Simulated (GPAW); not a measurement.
**Moving the functional in MoI**

Symmetry: F-43m, No. 216, cubic system. The conventional cell has a = 6.358 Å, b = 6.358 Å, c = 6.358 Å, α = 90.00°, β = 90.00°, γ = 90.00°. Mo (site symmetry -43m) is surrounded by 4 I at 2.75 Å. Around I (site symmetry -43m) lie 4 Mo at 2.75 Å.

The cell comes from a database or a generator and needn't be the form met in nature.

Kept alike: task band structure; k mesh 7 × 7 × 7; occupations fermi-dirac, width 0.05 eV; no spin polarisation. Program: GPAW, potentials by row: the program's PAW data sets (release 1.2.1) made for this functional (LDA, RPBE, revPBE); GPAW PAW data sets (gpaw-data 1.2.1) (PBE, r2SCAN on files made for PBE); PAW data sets generated for this functional (PBEsol), cutoff 600 eV. The mesh is that of the run's cell of 2 atoms. No spin-orbit coupling.

| functional | pressure (GPa) |
| --- | --- |
| LDA | -11.18 |
| PBE | -6.94 |
| PBEsol | -9.75 |
| RPBE | -5.31 |
| r2SCAN | -7.52 |
| revPBE | -5.77 |

Pressure is positive in compression; the values hold the error of the finite cutoff, so their zero can differ a little from the energy's minimum. For a metal such a mesh leaves the last digits unconverged.

Q: What does the functional change here?

A: The pressure runs from -11.18 (LDA) to -5.31 GPa (RPBE). From PBE: LDA -4.24; PBEsol -2.81; RPBE +1.63; r2SCAN -0.58; revPBE +1.17. A positive pressure means that the functional's own cell is larger than the one given, a negative one that it is smaller.
